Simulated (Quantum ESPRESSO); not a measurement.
## Kohn-Sham bands of GaN (wurtzite)

```
GaN
1.0
    3.18893     0.00000     0.00000
   -1.59446     2.76169     0.00000
    0.00000     0.00000     5.19236
Ga N
2 2
Cartesian
 -1.59446   0.92056   2.59140
  1.59446  -0.92056  -0.00478
 -1.59446   0.92056  -0.64427
  1.59446  -0.92056   1.95191
```

Cell from Materials Project (mp-804), symmetrised, no further relaxation. COD (Crystallography Open Database) has the formula in 2 space groups, this one among them (matched by group alone). Computed values, not measurements, from PBE: Quantum ESPRESSO (norm-conserving PseudoDojo potentials, cutoff 68 Ry, no spin polarisation, no spin-orbit coupling) on a Γ-centred 12×12×6 mesh, then Wannier90. Density: 12×12×6 mesh, cold smearing 0.01 Ry.

Energies are relative to the valence-band maximum; weights are on the orthonormalised atomic waves of the pseudopotential files, averaged over the group. 36 electrons a cell are treated as valence.

| bands | from (eV) | to (eV) | filling | weight on atomic waves |
|---|---|---|---|---|
| 1–2 | -15.94 | -14.93 | filled | ? |
| 3–12 | -13.56 | -11.22 | filled | ? |
| 13–18 | -7.02 | 0.00 | filled | ? |

Question: Which atomic shells make up each group?

Answer: 
- 1–2, weight on atomic waves: N 2s 40 %, Ga 3d 40 %, Ga 4p 14 %
- 3–12, weight on atomic waves: Ga 3d 91 %, N 2s 5 %
- 13–18, weight on atomic waves: N 2p 71 %, Ga 4p 15 %, Ga 4s 9 %

The Kohn-Sham gap over both meshes and the path is 1.94 eV.
